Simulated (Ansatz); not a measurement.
Molecular dynamics on a 2×2×1 supercell (16 atoms) of MgHgO₂ (ordering on zincblende), relaxed with r2SCAN. Forces come from PBE in Ansatz: Langevin thermostat and barostat (NPT), 450 K, steps of 2 fs. Computed, non-magnetic; the trajectory is short and the cell small, so nothing here is a converged average. The structure comes from a prototype and may be hypothetical.

```yaml
crystal:
  lattice:
    - [6.7756993175, 0.0, 0.0]
    - [0.0, 6.7756993175, 0.0]
    - [0.0, 0.0, 5.0394972539]
  atoms:
    - { symbol: Mg, position: [0.0, 0.0, 0.0] }
    - { symbol: O, position: [0.0, 0.25, 0.2023172446] }
    - { symbol: Hg, position: [0.25, 0.25, 0.5] }
    - { symbol: O, position: [0.25, 0.0, 0.7976827554] }
    - { symbol: Mg, position: [0.0, 0.5, 0.0] }
    - { symbol: O, position: [0.0, 0.75, 0.2023172446] }
    - { symbol: Hg, position: [0.25, 0.75, 0.5] }
    - { symbol: O, position: [0.25, 0.5, 0.7976827554] }
    - { symbol: Mg, position: [0.5, 0.0, 0.0] }
    - { symbol: O, position: [0.5, 0.25, 0.2023172446] }
    - { symbol: Hg, position: [0.75, 0.25, 0.5] }
    - { symbol: O, position: [0.75, 0.0, 0.7976827554] }
    - { symbol: Mg, position: [0.5, 0.5, 0.0] }
    - { symbol: O, position: [0.5, 0.75, 0.2023172446] }
    - { symbol: Hg, position: [0.75, 0.75, 0.5] }
    - { symbol: O, position: [0.75, 0.5, 0.7976827554] }
kpoints:
  mp_grid: { grid: [2, 2, 4] }
hamiltonian:
  xc: pbe
scf:
  occupations: { method: fermi_dirac, width: 0.039 }
md:
  ensemble: npt_langevin
  temperature: 450
  timestep: 2.0
  n_steps: 20
  initial_velocities: maxwell_boltzmann
  seed: 6678
```

Run as `ansatz run input.yaml --threads 4 --pin off --max-ram 3686MiB --backend cpu --events-out ev --progress --plain --runs-dir out`. Wall time 100 s on 4 threads of Arm Neoverse V2, with other jobs on the host, load about 0.6 per core; peak host memory 0.97 GiB.

| step | t (fs) | T (K) | free energy F from step 0 (meV/atom) | kinetic energy (meV/atom) | pressure (GPa) | volume (Å³/atom) | largest force (eV/Å) |
| --- | --- | --- | --- | --- | --- | --- | --- |
| 0 | 0 | 422 | 0.0 | 54.5 | 4.32 | 14.46 | 0.07 |
| 1 | 2 | 438 | 0.8 | 56.7 | 4.34 | 14.46 | 0.26 |
| 2 | 4 | 404 | 3.2 | 52.3 | 4.33 | 14.46 | 0.52 |
| 3 | 6 | 394 | 6.8 | 50.9 | 4.30 | 14.47 | 0.81 |
| 4 | 8 | 300 | 10.9 | 38.8 | 4.13 | 14.49 | 1.06 |
| 5 | 10 | 255 | 14.4 | 32.9 | 3.95 | 14.52 | 1.17 |
| 6 | 12 | 249 | 17.3 | 32.2 | 3.74 | 14.56 | 1.22 |
| 7 | 14 | 213 | 19.4 | 27.6 | 3.46 | 14.60 | 1.25 |
| 8 | 16 | 200 | 20.9 | 25.9 | 3.18 | 14.64 | 1.22 |
| 9 | 18 | 168 | 21.7 | 21.8 | 2.87 | 14.68 | 1.29 |
| 10 | 20 | 169 | 21.8 | 21.8 | 2.61 | 14.71 | 1.32 |
| 11 | 22 | 150 | 21.5 | 19.4 | 2.32 | 14.75 | 1.34 |
| 12 | 24 | 145 | 21.3 | 18.8 | 2.02 | 14.79 | 1.36 |
| 13 | 26 | 143 | 21.2 | 18.5 | 1.70 | 14.83 | 1.37 |
| 14 | 28 | 149 | 20.9 | 19.2 | 1.39 | 14.88 | 1.35 |
| 15 | 30 | 172 | 20.5 | 22.2 | 1.11 | 14.92 | 1.32 |
| 16 | 32 | 189 | 20.2 | 24.4 | 0.84 | 14.96 | 1.29 |
| 17 | 34 | 197 | 19.5 | 25.5 | 0.55 | 15.01 | 1.22 |
| 18 | 36 | 186 | 18.7 | 24.1 | 0.27 | 15.05 | 1.14 |
| 19 | 38 | 179 | 18.1 | 23.1 | 0.01 | 15.09 | 1.13 |
| 20 | 40 | 223 | 17.5 | 28.9 | -0.17 | 15.12 | 1.18 |

The temperature starts at 422 K, is lowest at step 13 (143 K, 26 fs) and ends at 223 K. The thermostat hasn't had time to restore it. The atoms start on their lattice sites with kinetic energy alone, so much of it first passes into potential energy.

Positions (Å) and forces (eV/Å) at step 20:
```
cell (Å): 6.878 0.000 0.000; 0.000 6.878 0.000; 0.000 0.000 5.115
Mg   0.035   0.003   0.070    -0.480  -0.094  -0.622
O   -0.089   1.684   1.118     0.336   0.320  -0.608
Hg   1.716   1.683   2.491    -0.108   0.439   0.518
O    1.709   0.081   4.053    -0.152  -0.354   0.303
Mg  -0.102   3.430   0.033    -0.036  -0.063  -0.027
O    0.127   5.152   1.030    -0.513  -0.080   0.228
Hg   1.770   5.195   2.579    -0.142  -0.330   0.404
O    1.573   3.408   4.127     0.710   0.035  -0.316
Mg   3.367  -0.005   0.006     0.769  -0.120  -0.483
O    3.413   1.666   1.022    -0.166   0.220   0.051
Hg   5.105   1.760   2.516    -0.052  -0.105   1.032
O    5.158  -0.030   4.091    -0.008   0.181   0.022
Mg   3.300   3.408   0.134     0.208   0.344  -1.104
O    3.487   5.188   1.027    -0.372  -0.337   0.076
Hg   5.143   5.149   2.539     0.338   0.198   0.290
O    5.071   3.462   4.087    -0.332  -0.253   0.235
```
